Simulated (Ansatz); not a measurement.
**NbSi₂: field gradients at two levels of theory**

Cell: a structure deposited in the COD whose atoms were relaxed with PBE, the cell held.

Space group P6_222 (No. 180); a = 4.8190, c = 6.5920 Å, γ = 120.00°.

| site | Wyckoff | site symmetry | x | y | z |
| --- | --- | --- | --- | --- | --- |
| Nb | 3d | 222 | 0.5000 | 0.0000 | 0.5000 |
| Si | 6j | ..2 | 0.1591 | 0.3182 | 0.5000 |

One atom of each set is listed.

First run. The numbers come from a DFT calculation in Ansatz (PBE, plane waves and PAW, scalar-relativistic, 420 eV cutoff, Γ-centred 8×8×5 k-points, Fermi–Dirac smearing 0.05 eV).

| site | V_zz (10²¹ V/m²) | η |
| --- | --- | --- |
| Nb | 2.50 | 0.75 |
| Si | -2.75 | 0.52 |

Second run. The same atoms and settings, except that the functional is r2SCAN and the cutoff is 500 eV.

**Question.** Given the first result, estimate the second.

**Answer.** 

| site | V_zz | η | change of V_zz |
| --- | --- | --- | --- |
| Nb | 2.59 | 0.79 | +0.09 |
| Si | -2.68 | 0.53 | +0.07 |

The largest change of V_zz is on Nb, from 2.50 to 2.59. In per cent, |V_zz| changes by +4 on Nb, -2 on Si (all sites that start above 2).

The run finds no gap above 0.1 eV (a metal, or nearly one), so the gradients can move by 10 % or more with the k-mesh. Without spin–orbit coupling (the program notes it for Nb) the gradients can shift somewhat, as the gap is small.
